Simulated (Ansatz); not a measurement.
MgO:
```
MgO
1.0
    2.63352     0.00000     0.00000
    0.00000     2.63352     0.00000
    0.00000     0.00000     2.63352
Mg O
1 1
Direct
  0.00000   0.00000   0.00000
  0.50000   0.50000   0.50000
```

Relaxed with PBEsol. Special points in fractions of this cell's reciprocal vectors: Γ (0.000, 0.000, 0.000); X (0.000, 0.500, 0.000); M (0.500, 0.500, 0.000); R (0.500, 0.500, 0.500).

Problem. List the band energies nearest the valence-band maximum at these points for PBEsol in the plane-wave PAW code Ansatz.

Solution. In eV from the valence-band maximum; about four levels below and three above (degenerate sets whole), none deeper than 8.9 eV; … stands for higher levels left out; points with the same levels are listed once.

```json
[
 {"k": "Γ", "below": "-1.01 -1.01 -1.01", "above": "2.47 …"},
 {"k": "X", "below": "-6.56 -0.56 -0.56", "above": "6.92 …"},
 {"k": "M", "below": "-4.73 -4.73 0.00", "above": "4.86 …"},
 {"k": "R", "below": "-3.65 -3.65 -3.65", "above": "…"}
]
```

Space group Pm-3m (CsCl type). This is a known high-pressure phase of the composition, computed here at zero pressure and temperature. Symmetry was held in the PBEsol relaxation. At this level the phase is dynamically unstable (imaginary phonons).

Potentials: the earlier of the program's two PAW sets. The files were generated under PBE; for other functionals the program regenerates the frozen cores, and for LDA and PBEsol the local potential too.
